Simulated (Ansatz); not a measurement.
This cell of NiSi2 (fluorite type, space group Fm-3m) is off equilibrium:

```
NiSi2
1.0
    0.00000     2.72203     2.72203
    2.72203     0.00000     2.72203
    2.72203     2.72203     0.00000
Ni Si
1 2
Direct
  0.00000   0.00000   0.00000
  0.25000   0.25000   0.25000
  0.77991   0.77991   0.77991
```

The numbers are results of PBE (plane waves to 420 eV, PAW, scalar-relativistic; Ansatz, an electronic-structure program), not measurements. k mesh 12×12×12 (Γ-centred), Fermi-Dirac smearing 0.05 eV. E stands for the smeared free energy. Stress and pressure are positive under compression. With partly filled bands, energies and forces of such displacements shift with the k mesh and the smearing. NiSi2 is run without spin polarisation. NiSi2 was relaxed with its symmetry unable to fall. The PAW data are Ansatz's earlier set.

Q: Predict the force on every atom, in eV/Å.

A: 
```csv
atom,Fx,Fy,Fz
Ni1,1.391,1.391,1.391
Si2,0.400,0.400,0.400
Si3,-1.792,-1.792,-1.792
```

Q: What is the stress tensor (GPa)?

A: 
```
    4.9      7.2      7.2
    7.2      4.9      7.2
    7.2      7.2      4.9
```
The pressure, a third of the trace, is 4.9 GPa.

Q: In it atom 3 sits (0.163, 0.163, 0.163) Å away from its relaxed site. What is its energy relative to the relaxed cell?

A: 380 meV/cell.

(A displaced cell: forces are minus the slopes of the energy, force constants its curvatures, and phonons follow from these.)
